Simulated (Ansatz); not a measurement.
## TeS2: structures and their energies

8 relaxations of TeS2 ended in 6 distinct structures. The numbers are results of PBEsol-D3(BJ) (plane waves to 420 eV, PAW, scalar-relativistic; Ansatz, an electronic-structure program), not measurements.

```tsv
#	space group	Pearson	type	E − E(lowest) (eV/atom)	V (Å³/atom)	gap (eV, no SOC)	coordination	runs ending here
1	P-3m1	hP3	CdI2 type	0.00	22.09	0.00	S 3 (trigonal pyramidal), Te 6 (octahedral)	3
2	P6₃mc	hP6	–	0.01	22.40	0.15	–	1
3	R-3m	hR3	–	0.01	22.77	0.12	–	1
4	P-3m1	hP6	–	0.04	23.97	0.28	–	1
5	R-3m	hR3	–	0.06	25.13	0.23	–	1
6	P6₃/mmc	hP6	–	0.06	25.22	0.22	–	1
```

Coordination numbers (neighbours up to the widest gap in distance over summed covalent radii, below 1.35; n+m marks a second, longer set). P-3m1, hP3, CdI2 type is the lowest among the structures calculated here, level within the accuracy with P6₃mc, hP6.

Space group P-3m1 (No. 164); a = b = 3.7428 Å, c = 5.4635 Å, α = β = 90.00°, γ = 120.00°

```
atom  site  symmetry       x       y       z
----  ----  --------  ------  ------  ------
S       2d       3m.  0.3333  0.6667  0.2148
Te      1b      -3m.  0.0000  0.0000  0.5000
```

Each run could gain symmetry but not lose that of its start, so entries can be saddle points. All of these are generated cells (placed on structure types, drawn at random, substituted or restacked) that were not matched to a known phase here. The real structure of this composition may not be among these, and whether this composition forms is not checked here. Energies are at zero temperature and pressure, without zero-point motion. No spin polarisation in the result. Without spin-orbit coupling the bands of the heavy element are not split, so the gap can be far off.
